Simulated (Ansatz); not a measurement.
Space group I4/mcm (No. 140). a = 6.694 Å, b = 6.694 Å, c = 5.807 Å, α = 90.00°, β = 90.00°, γ = 90.00°
```tsv
atom	site	symmetry	x	y	z
Ti	4a	422	0.0000	0.0000	0.2500
Sb	8h	m.2m	0.1518	0.6518	0.0000
```

Equation of state of this TiSb$_{2}$ structure (not necessarily the ground state), with shape and atoms relaxed at each volume where symmetry leaves them free. It has no gap at any of these volumes. These are results of DFT r2SCAN, scalar-relativistic, plane waves, PAW (Ansatz 0.2.0), not measurements.

Cutoff 500 eV; k points 8×8×8 on the computed 6-atom cell (Γ-centred); Gaussian smearing, width 0.10 eV; no spin polarisation.

```csv
V (Å³/atom),E − E(largest V) (meV/atom),P (GPa)
19.078,62.15,15.87
19.729,8.19,10.88
20.379,-27.11,6.65
21.030,-46.61,3.07
21.680,-52.70,0.02
22.330,-47.41,-2.56
22.981,-32.46,-4.74
23.848,0.00,-7.14
```

Task: Fit a third-order Birch–Murnaghan equation to E(V).

Result: V0 = 21.69 Å³/atom, B0 = 93 GPa, B0' = 4.4.

Spin-orbit coupling is left out, which matters for the bands of heavy elements.

Cost: 8 runs of about 46 core-minutes in all, on Intel Xeon Processor @ 2.50GHz (Skylake/Cascade Lake) (shared hosts).